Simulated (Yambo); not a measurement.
G0W0@PBEsol for Si (space group P6_3/mmc, No. 194) in Yambo. Reference settings: 6×6×2 Γ-centred k mesh, 176 bands and a 10 Ry block in the screening, 176 bands in G with the Bruneval-Gonze terminator, plasmon pole fitted at 27.2 eV. The PBEsol gap Γ → M on this mesh is 0.29 eV; G0W0 gaps are taken between the same points.

The settings were changed. The gap went from 0.98 eV to 0.96 eV, and the shift of the valence edge from -0.70 eV to -0.58 eV.

Q: Name the change that produced these shifts.
A) 33 bands in W, 33 bands in G, 2 Ry block
B) 92 bands in W, 92 bands in G
C) 33 bands in W, 33 bands in G, 6 Ry block
D) 33 bands in W, 33 bands in G, 4 Ry block

A: B, 92 bands in W, 92 bands in G. The others gave (gap, valence shift): 33 bands in W, 33 bands in G, 2 Ry block: 0.67, 0.10 eV; 33 bands in W, 33 bands in G, 4 Ry block: 0.79, -0.04 eV; 33 bands in W, 33 bands in G, 6 Ry block: 0.88, -0.13 eV.

Geometry relaxed with PBEsol; primitive cell a = b = 3.8259 Å, c = 6.3152 Å, α = β = 90.00°, γ = 120.00°.

This is not the ordinary phase of the substance; no match was found in the copy of COD used, and its stability was not checked.

A shift is the quasiparticle energy of the state minus its PBEsol energy.
